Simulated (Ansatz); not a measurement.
HfAg$_{2}$Sn$_{2}$: relaxation (Ansatz)

Launch command:

```bash
ansatz run input.yaml --threads 2 --pin off --max-ram 3584MiB --backend cpu --events-out ev --progress --plain --runs-dir out
```

The input file (Ansatz 0.2.0, plane waves):

```yaml
crystal:
  lattice:
    - [0.0, 4.544883, 0.0]
    - [4.544883, 0.0, 0.0]
    - [2.272441, 2.272441, -5.707867]
  atoms:
    - { symbol: Hf, position: [0.0, 0.0, 0.0] }
    - { symbol: Sn, position: [0.381, 0.381, 0.238] }
    - { symbol: Sn, position: [0.619, 0.619, 0.762] }
    - { symbol: Ag, position: [0.75, 0.25, 0.5] }
    - { symbol: Ag, position: [0.25, 0.75, 0.5] }
  symmetry: { tolerance: 0.0003 }
kpoints:
  mp_grid: { grid: [7, 7, 7], shift: [0, 0, 0] }
magnetization:
  spin_polarized: false
scf:
  occupations: { method: fermi_dirac, width: 0.1017 }
  lower_state_search: "off"
hamiltonian:
  pseudopotentials: { kind: paw }
  xc: pbe
basis:
  ecutwfc: 420
  fft_grid_basis: typed
relax:
  max_steps: 80
output:
  forces: true
  stress: true
  eigenvalues: true
  bader: true
  populations: true
  elf: true
  write_potential: true
  volumetric_format: npy
  dos:
    e_range: [-12, 8]
    de: 0.05
    projected: { site_lists: { Ag: [Ag], Hf: [Hf], Sn: [Sn] } }
checkpoint:
  read: saved_state
```

Origin of the cell: a known structure type with other elements, at an estimated volume, so it need not be a known compound.

The saved state is a converged single point of the same cell.

Steps:

```csv
step,ΔF (meV/atom),max force component (eV/Å),SCF iterations,step was
1,0.0,0.455,8,accepted
2,5.5,0.982,5,rejected
3,-1.9,0.069,7,accepted
4,-1.9,0.002,4,accepted
5,-1.9,0.001,2,accepted
```

Step 1, with forces in eV/Å:

```xyz
5
Lattice="0.000 4.545 0.000 4.545 0.000 0.000 2.272 2.272 -5.708" Properties=species:S:1:pos:R:3:forces:R:3 pbc="T T T" step=1
Hf    0.000    0.000    0.000    0.000    0.000    0.000
Sn    2.272    2.272   -1.358    0.000    0.000    0.455
Sn    4.545    4.545   -4.349    0.000    0.000   -0.455
Ag    2.272    4.545   -2.854    0.000    0.000    0.000
Ag    4.545    2.272   -2.854    0.000    0.000    0.000
```

Step 3, with forces in eV/Å:

```xyz
5
Lattice="0.000 4.545 0.000 4.545 0.000 0.000 2.272 2.272 -5.708" Properties=species:S:1:pos:R:3:forces:R:3 pbc="T T T" step=3
Hf    0.000    0.000    0.000    0.000    0.000    0.000
Sn    2.272    2.272   -1.334    0.000    0.000   -0.069
Sn    4.545    4.545   -4.373    0.000    0.000    0.069
Ag    2.272    4.545   -2.854    0.000    0.000    0.000
Ag    4.545    2.272   -2.854    0.000    0.000    0.000
```

Step 5, with forces in eV/Å:

```xyz
5
Lattice="0.000 4.545 0.000 4.545 0.000 0.000 2.272 2.272 -5.708" Properties=species:S:1:pos:R:3:forces:R:3 pbc="T T T" step=5
Hf    0.000    0.000    0.000    0.000    0.000    0.000
Sn    2.272    2.272   -1.337    0.000    0.000   -0.001
Sn    4.545    4.545   -4.370    0.000    0.000    0.001
Ag    2.272    4.545   -2.854    0.000    0.000    0.000
Ag    4.545    2.272   -2.854    0.000    0.000    0.000
```

| Item | Value |
| --- | --- |
| Free energy lowered by | 1.9 meV/atom |
| Final pressure | -2.03 GPa |
| Relaxation steps listed | 5 |

Caveats: no moments, though an odd count or open d shells may carry them; no spin-orbit coupling, though heavy elements are present; the SCF threshold is looser than advised for a stress; the relaxation held the start's symmetry, so the end may be a saddle point.

It ran for 37 s of wall time on 2 CPU thread(s) of a shared host, from a saved density.
